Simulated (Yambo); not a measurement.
LiBr (wurtzite, space group P6_3mc, No. 186), G0W0@PBEsol in Yambo with this input:

```
rim_cut
gw0
dyson
el_el_corr
HF_and_locXC
ppa
em1d
RandQpts= 1000000
RandGvec= 1 Ry
EXXRLvcs= 74 Ry
VXCRLvcs= 296 Ry
Chimod= "HARTREE"
% BndsRnXp
 3 | 174 |
%
NGsBlkXp= 8 Ry
% LongDrXp
 1.0 | 1.0 | 1.0 |
%
PPAPntXp= 27.2114 eV
% GbndRnge
 1 | 174 |
%
GTermKind= "BG"
DysSolver= "n"
ExtendOut
```

On a 3×3×2 mesh, with wavefunctions cut at 74 Ry, the gap (Γ → Γ) is 7.360 eV and the valence edge shifts by -1.751 eV.

Task: What happens with this change: 74 bands in W?

Result: The gap falls by 0.079 eV, to 7.281 eV; the shift of the valence edge becomes -1.600 eV. Neither run is shown to be the converged limit.

Spin-orbit coupling is not included.

Geometry relaxed with PBEsol; primitive cell a = b = 4.135 Å, c = 6.615 Å, α = β = 90.00°, γ = 120.00°.

This is not the ordinary phase of the substance; no match was found in the copy of COD used, and its stability was not checked.

A shift is the quasiparticle energy of the state minus its PBEsol energy.
